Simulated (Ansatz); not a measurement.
A relaxed structure of MgS. Space group Fm-3m (No. 225), rock salt type. Computed with r2SCAN (plane waves to 500 eV, PAW, scalar-relativistic; Ansatz, a first-principles code).

```cif
data_MgS
_chemical_formula_sum 'Mg1 S1'
_space_group_name_H-M_alt 'P 1'
_space_group_IT_number 1
_cell_length_a 3.67919
_cell_length_b 3.67919
_cell_length_c 3.67919
_cell_angle_alpha 60.000
_cell_angle_beta 60.000
_cell_angle_gamma 60.000
loop_
_space_group_symop_operation_xyz
  'x, y, z'
loop_
_atom_site_label
_atom_site_type_symbol
_atom_site_fract_x
_atom_site_fract_y
_atom_site_fract_z
_atom_site_occupancy
Mg1 Mg 0.00000 0.00000 0.00000 1
S1 S 0.50000 0.50000 0.50000 1
```

### Question
What is the computed band gap (r2SCAN)?

### Answer
3.46 eV, indirect (valence top at Γ, conduction bottom at X) (no spin-orbit coupling).

### Question
What smallest direct gap does r2SCAN give?

### Answer
4.64 eV at Γ.

No spin polarisation in the result.

Measured for MgS: a 5.188 Å (static lattice; corrected from measurement; as listed in Tamar Goldzak et al., The Journal of Chemical Physics (2022)). Computed minus measured — a: r2SCAN +0.3 %. The computed values are for a static lattice.

The run could not lose the symmetry of its start; a randomly shaken copy of 4 atoms returns to this structure.
